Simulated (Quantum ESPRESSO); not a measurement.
# AlMo5HfSn: a curve over one atom's position

A calculation, not a measurement. The program is pw.x of Quantum ESPRESSO 7.5 (plane-wave density functional theory). The cell is made up: eight metal atoms on a face-centred cubic lattice, with elements, volume, strain and displacements drawn at random and not relaxed, so it may be unstable or far from any real phase. PseudoDojo standard norm-conserving files set the functional (PBE unless stated); there is no spin polarisation or spin-orbit coupling, the Fermi-Dirac width of 0.25 eV means electrons at about 2900 K, and the masses in the input are unused placeholders. The tin pseudopotential is less sure than most, with forces differing by about three percent from a second method on plain tin. Heavy elements are run without spin-orbit coupling, which real alloys of them have. A spin test at this wide smearing found no moment, but such smearing suppresses magnetism that the real alloy may have.

Seven runs move atom 7 (Mo, counted in the order of the input) along x and keep all else fixed.

Input of the run at +0.0325:

```
&control calculation='scf', pseudo_dir='./dojo.nc.sr.pbe.v0_5.standard.upf', outdir='./o', disk_io='minimal', tprnfor=.true., tstress=.true. /
&system ibrav=0, nat=8, ntyp=4, nbnd=66, ecutwfc=79.96652505, nosym=.true., tot_charge=0,
 occupations='smearing', smearing='fd', degauss=0.0183746611
/
&electrons conv_thr=1.470e-08, electron_maxstep=70, mixing_beta=0.5 /
ATOMIC_SPECIES
Al 1.0 Al.upf
Hf 1.0 Hf.upf
Mo 1.0 Mo.upf
Sn 1.0 Sn.upf
CELL_PARAMETERS angstrom
-2.1068 -4.1859 -2.063
-4.0981 2.0622 2.0089
-0.0084 4.1642 -4.0743
ATOMIC_POSITIONS angstrom
Al 0.01 -0.0105 -0.001
Mo -0.0326 2.0789 -2.0088
Hf -2.0063 2.0911 -0.0076
Mo -2.0632 4.1409 -2.022
Mo -2.0497 -0.0645 -2.0947
Sn -2.0698 2.0648 -4.1145
Mo -4.0728 0.0241 -0.0271
Mo -4.1029 2.0655 -2.1129
K_POINTS automatic
5 5 4 1 1 1
```

```
shift of atom 7 along x (Å)  free energy less that of the input shown (eV)  Fx on atom 7 (eV/Å)  Fy on atom 7 (eV/Å)  Fz on atom 7 (eV/Å)  pressure (GPa)  iterations
                    -0.1202                                        -0.0140                0.338               -0.012               -0.410           -2.79          18
                    -0.1071                                        -0.0180                0.264               -0.019               -0.376           -2.83          18
                    -0.0782                                        -0.0232                0.100               -0.032               -0.309           -2.90          18
                    +0.0325                                         0.0000               -0.517               -0.041               -0.129           -2.91          16
                    +0.0467                                         0.0079               -0.595               -0.037               -0.115           -2.89          16
                    +0.0610                                         0.0170               -0.674               -0.031               -0.102           -2.85          16
                    +0.1156                                         0.0619               -0.973                0.002               -0.072           -2.67          15
```

A cubic fit gives dFx/dx = -5.55 eV/Å² at zero shift. Across the table the energy follows minus the integral of the force to 0.1 meV. A rerun of one of the cells at a higher cutoff and on a denser mesh moved values by no more than 0.004 eV in energy, 0.04 GPa in stress and 0.010 eV/Å in force, and a second program with other atomic files agreed on that cell to 2 % rms in force and 0.5 GPa in pressure.